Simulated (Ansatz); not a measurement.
Ge in space group P4_32_12 (No. 96; Ge on 4a, Ge on 8b), plane-wave PAW PBEsol (Ansatz code). The conduction-band minimum lies on the M–Γ line, 31 % of the way from M, with 4 equivalent valleys. Second derivatives d²E/dk² of the lowest band at one valley (eV·Å²), along Cartesian directions:

```tsv
direction	d²E/dk²
[100]	122.7
[010]	122.7
[001]	75.94
[110]	147.2
[101]	99.34
[011]	99.34
```

### Question
Find the principal effective masses, the density-of-states mass and the conductivity mass.

### Answer
Off-diagonal terms follow from H_xy = H[110] − (H_xx + H_yy)/2, and m*/mₑ = 7.620 eV·Å² over each eigenvalue: 0.052, 0.078, 0.10. One valley's DOS mass (m₁m₂m₃)^(1/3) = 0.074, conductivity mass 3/(Σ 1/mᵢ) = 0.071 mₑ.

### Question
What effective density of states Nc follows at 300 K for parabolic valleys?

### Answer
Nc = 2.509e19 × 4 × (0.074)^(3/2) ≈ 2.0e18 cm⁻³.

The first step of the workflow began from a Materials Project structure, measured or hypothetical; the Crystallography Open Database files this formula in space group No. 96, but the cells were not matched. It is not the phase usual at ambient conditions (space group No. 227). Symmetry was held in the PBEsol relaxation; its stability against distortions is not shown here. Spin–orbit coupling is left out wherever it is not named.

Potentials: the earlier of the program's two PAW sets. The files were generated under PBE; for other functionals the program regenerates the frozen cores, and for LDA and PBEsol the local potential too.

Edges and masses are those of Kohn–Sham bands, whose gap is no quasiparticle gap.
